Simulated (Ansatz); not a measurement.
BP (zinc blende)

```yaml
crystal:
  lattice:
    - [0.00000, 4.53640, 4.53640]
    - [2.26820, 2.26820, 4.53640]
    - [2.26820, 2.26820, 0.00000]
  atoms:
    - { symbol: P, position: [0.00000, 0.75000, 0.75000] }
    - { symbol: P, position: [0.50000, 0.75000, 0.75000] }
    - { symbol: B, position: [0.00000, 0.00000, 0.00000] }
    - { symbol: B, position: [0.50000, 0.00000, 0.00000] }
```

The atoms are displaced by Q × the pattern below (from a DFPT mode at X = (0.5, 0.5, 0.0), largest move 1; Q in Å), at fixed cell. It is one choice among 2 degenerate patterns. (q is in reciprocal vectors of the primitive cell; the cell shown is doubled to hold the pattern.)

```json
[
 {"atom": "P1", "x": "0.277", "y": "0.000", "z": "0.000"},
 {"atom": "P2", "x": "-0.277", "y": "0.000", "z": "0.000"},
 {"atom": "B3", "x": "0.000", "y": "-1.000", "z": "0.000"},
 {"atom": "B4", "x": "0.000", "y": "1.000", "z": "0.000"}
]
```

Computed with r2SCAN (plane waves to 500 eV, PAW, scalar-relativistic; Ansatz, a program for electronic structure). k mesh 12×12×12 (Γ-centred), Fermi-Dirac smearing 0.05 eV. The energy includes the smearing's −TS. BP was relaxed with its symmetry unable to fall. The PAW data are Ansatz's earlier set. The zero of ΔE is the undisplaced structure.

```tsv
Q (Å)	ΔE (meV/cell)
-0.180	799
-0.150	555
-0.120	withheld
-0.090	200
-0.060	89
-0.030	22
0.000	0
0.030	22
0.060	89
0.090	200
0.120	withheld
0.150	555
0.180	799
```

Q: Fit an even polynomial form (powers 2, 4) to the given rows and predict ΔE at Q = 0.120.

A: Least squares on the 11 given rows: ΔE = (24690)·Q² + (-1043)·Q⁴, in meV/cell with Q in Å; root-mean-square residual 0.1 meV/cell. At 0.120 the fit gives 355 meV/cell; the calculation gives 356 meV/cell, so the interpolation is off by -1 (-0.3 %). The quadratic term alone would give 356 meV/cell.

(A displaced cell: forces are minus the slopes of the energy, force constants its curvatures, and phonons follow from these.)
